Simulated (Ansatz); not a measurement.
Ansatz (a program for electronic structure) input:

Ansatz 0.2 input:
```yaml
crystal:
  lattice:
    - [2.8297544891, 0.0, 0.0]
    - [0.0, 4.5983056829, 0.0]
    - [0.0, 0.0, 4.0007220044]
  atoms:
    - { symbol: B, position: [0.0, 0.804320387, 0.3628019267] }
    - { symbol: B, position: [0.0, 0.195679613, 0.3628019267] }
    - { symbol: B, position: [0.5, 0.695679613, 0.6371980733] }
    - { symbol: B, position: [0.5, 0.304320387, 0.6371980733] }
    - { symbol: Ru, position: [0.0, 0.0, 0.848704498] }
    - { symbol: Ru, position: [0.5, 0.5, 0.151295502] }
kpoints:
  mp_grid: { grid: [14, 9, 10] }
hamiltonian:
  xc: lda
  pseudopotentials: { kind: paw }
scf:
  occupations: { method: fermi_dirac, width: 0.1 }
phonons:
  method: dfpt
  response_accuracy: low
  eigenvectors: true
  rigid_motions: translations
```

Output (shortened):

```
Pseudopotential: B, paw, valence charge 3
Pseudopotential: Ru, paw, valence charge 16
Functional definition: SPW92
Crystal: 6 atoms, lattice volume = 52.058 Å³
Basis set: ecut = 420 eV, 1003 PW (Γ), exchange–correlation on 40×64×54 points (8 copies of the dense FFT grid, shifted against one another)
Bands: 28, of which v1, the nominal top of the filled ones, is band 22 counted from 1 (21 counted from 0)
Symmetry: 8 space group operations
k-points: 368 of 1260 (irreducible under 2 space group operations, time reversal used)
SCF iter   1: F=—  HF=-12117.555854 eV  |F-HF|=—  |Δ(HF+E_count)|=         —  Δρ=7.64e-3  dr2=1.15e-2  ethr=1.77e-3  ⟨swp⟩=5.8  Hψ=43662  notcnv=0
preconditioner: auto → Kerker (q_TF=auto, 2.653 Å⁻¹)
SCF iter   2: F=—  HF=-12117.554500 eV  |F-HF|=—  |Δ(HF+E_count)|=   1.35e-3  Δρ=4.13e-3  dr2=3.99e-3  ethr=2.62e-5  ⟨swp⟩=1.8  Hψ=15013  notcnv=0
SCF iter   3: F=—  HF=-12117.553584 eV  |F-HF|=—  |Δ(HF+E_count)|=   9.16e-4  Δρ=4.45e-4  dr2=1.40e-4  ethr=9.06e-6  ⟨swp⟩=2.4  Hψ=17855  notcnv=0
SCF iter   4: F=—  HF=-12117.553548 eV  |F-HF|=—  |Δ(HF+E_count)|=   3.56e-5  Δρ=1.08e-4  dr2=8.03e-6  ethr=3.18e-7  ⟨swp⟩=2.2  Hψ=15215  notcnv=0
SCF iter   5: F=—  HF=-12117.553548 eV  |F-HF|=—  |Δ(HF+E_count)|=   3.77e-7  Δρ=2.97e-5  dr2=4.35e-7  ethr=1.83e-8  ⟨swp⟩=2.5  Hψ=15403  notcnv=0
SCF iter   6: F=—  HF=-12117.553546 eV  |F-HF|=—  |Δ(HF+E_count)|=   1.76e-6  Δρ=8.75e-6  dr2=4.19e-8  ethr=9.88e-10  ⟨swp⟩=2.4  Hψ=18398  notcnv=0
SCF iter   7: F=—  HF=-12117.553546 eV  |F-HF|=—  |Δ(HF+E_count)|=   5.33e-9  Δρ=2.19e-6  dr2=2.32e-9  ethr=9.51e-11  ⟨swp⟩=2.5  Hψ=16718  notcnv=0
SCF iter   8: F=—  HF=-12117.553546 eV  |F-HF|=—  |Δ(HF+E_count)|=  4.47e-10  Δρ=6.15e-7  dr2=8.90e-11  ethr=5.28e-12  ⟨swp⟩=2.0  Hψ=14998  notcnv=0
SCF iter   9: F=-12117.553546 eV  HF=-12117.553546 eV  |F-HF|=7.28e-12  |Δ(HF+E_count)|=  1.46e-11  Δρ=1.47e-7  dr2=8.40e-12  ethr=1.00e-12  ⟨swp⟩=5.9  Hψ=47346  notcnv=0
SCF 1 converged in 9 iterations: F = -12117.553546 eV  dr2 = 8.40e-12
DFPT response loops at Γ: preconditioner auto → Kerker (q_TF=auto, 2.653 Å⁻¹) (partly filled bands, converged f_vac=0.000) …
SCF converged after 9 iterations
Free energy (F): -12117.553546 eV
Harris-Foulkes:  -12117.553546 eV  (|F-HF|=7.28e-12)
Internal energy: -12117.508923 eV  (E = F + TS)
E sigma→0 (E₀):  -12117.531234 eV
Entropy (-TS):   -0.044624 eV (-7.437 meV/atom)
Fermi energy:    18.138728 eV
--- Per-component energies (eV) ---
  E_band       = -173.698028
  E_kinetic    = 1231.642371
  E_local      = -3353.666049  (includes V_loc(G=0)·N_el)
  E_nonlocal   = 744.110485
  E_hartree    = 1150.646259
  E_xc         = -511.235299
  E_vxc        = -635.630658  (∫ρ·V_xc dr)
  E_paw        = -6972.851496  (= ΣΔE_a)
  E_vpaw       = -461.446042  (= ΣTr[D̂ρ^β])
  E_aug_tail   = -0.000512  (compensation charges beyond the density's cutoff)
  E_ewald      = -4407.481389
  E_core_change = 1.326707  (= ΣΔE_core)
  E_smearing   = -0.044624  (= −TS)
  E_closure    = 0.000000  (closes the sum)
  Σ components = -12117.553546   (vs F -12117.553546, Δ=0.00e0)
  [band-id]    e_kinetic+e_local+e_nonlocal+2·e_hartree+e_vxc+e_vpaw+e_augmentation_tail = -173.697886   (vs E_band -173.698028, Δ=1.42e-4)
--- Band table (eV; the first three rows and the last of 368) ---
  k-point 0: bands = ["-55.3377", "-55.3012", "-25.6894", "-25.6450", "-25.4924", "-25.2267", "-25.1628", "-25.0896", "3.9983", "8.0810", "9.1138", "11.1524", "11.5739", "12.7554", "13.5868", "14.0271", "14.0525", "14.7987", "15.0221", "15.9058", "16.3232", …
  k-point 1: bands = ["-55.3376", "-55.3013", "-25.6893", "-25.6468", "-25.4917", "-25.2275", "-25.1625", "-25.0899", "4.0848", "8.1737", "9.0296", "11.0020", "11.6032", "12.9620", "13.5948", "13.8430", "14.0813", "14.6346", "14.9383", "15.9957", "16.3545", …
  k-point 2: bands = ["-55.3374", "-55.3014", "-25.6889", "-25.6517", "-25.4898", "-25.2296", "-25.1615", "-25.0906", "4.3318", "8.4125", "8.8365", "10.6085", "11.6541", "13.4620", "13.5199", "13.6676", "14.2407", "14.2989", "14.6575", "16.0581", "16.3588", …
  k-point 367: bands = ["-55.2874", "-55.2874", "-25.6315", "-25.6315", "-25.5249", "-25.5249", "-25.2767", "-25.2767", "7.7592", "7.7592", "9.2315", "9.2315", "12.2211", "12.2211", "13.2079", "13.2079", "13.9061", "13.9061", "14.4400", "14.4400", "17.7940", …
--- Phonons (Γ-DFPT): 6 representative perturbations + reference, on 368 of 1260 k-points (Σ response iterations 21) ---
  ASR residual: 1.224e-3 → 0.000e0 eV/Å²; symmetrization residual: 4.932e-5 eV/Å²
  ASR residual per site (eV/Å²): 4.26e-5 4.26e-5 4.26e-5 4.26e-5 1.22e-3 1.22e-3
  Γ frequencies (cm⁻¹): 0.00 0.00 0.00 140.41 209.55 281.50 437.37 447.39 466.44 565.01 581.09 646.23 666.92 676.09 688.83 707.63 715.65 840.77
  non-analytic LO–TO correction: not included (Born effective charges unavailable; polar crystals: no LO–TO splitting at Γ)
```

Cost: roughly 4 core-minutes on shared cores.

Space group Pmmn. The workflow started from a Materials Project entry (that database holds measured and hypothetical structures alike); the Crystallography Open Database files this formula in space group No. 59, but the cells were not matched. Its standing as an ambient phase is unchecked. Symmetry was held in the LDA relaxation; whether a distortion lowers the energy is not shown. No spin polarisation was allowed. As this level gives no gap, phonon frequencies hold no LO–TO term and depend on the k-mesh and smearing (Fermi–Dirac, 0.1 eV here). Spin–orbit coupling is left out wherever it is not named.

Potentials: the later of the program's two PAW sets.

Ansatz is a plane-wave DFT program.
